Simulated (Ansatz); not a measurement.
SiO2:
```yaml
crystal:
  lattice:
    - [4.15498, 0.00000, 0.00000]
    - [0.00000, 4.15498, 0.00000]
    - [0.00000, 0.00000, 2.66136]
  atoms:
    - { symbol: Si, position: [0.50000, 0.50000, 0.50000] }
    - { symbol: Si, position: [0.00000, 0.00000, 0.00000] }
    - { symbol: O, position: [0.69443, 0.69443, 0.00000] }
    - { symbol: O, position: [0.30557, 0.30557, 0.00000] }
    - { symbol: O, position: [0.80557, 0.19443, 0.50000] }
    - { symbol: O, position: [0.19443, 0.80557, 0.50000] }
```

Relaxed with LDA.

**Question.** Decompose the optical modes at the zone centre into irreducible representations, and say which are infrared and Raman allowed.

**Answer.** Point group 4/mmm: Γ_opt = A1g + A2g + A2u + B1g + 2B1u + B2g + Eg + 3Eu. Infrared: A2u, Eu. Raman: A1g, B1g, B2g, Eg.

**Question.** Assign frequencies (DFPT, LDA (plane waves, PAW; program Ansatz); without the LO–TO term).

**Answer.** B1g 218, B1u 384, Eu 466, Eg 584, Eu 586, A2g 589, A2u 658, A1g 753, B1u 758, Eu 823, B2g 947 cm⁻¹.

Subscripts of B labels follow the axes of the standard setting.

Space group P4_2/mnm (rutile). This is a known high-pressure phase of the composition, computed here at zero pressure and temperature. The cell was relaxed with LDA under the symmetry of its start; whether a distortion lowers the energy is not shown.

Potentials: the earlier of the program's two PAW sets. The files were generated under PBE; for other functionals the program regenerates the frozen cores, and for LDA and PBEsol the local potential too.
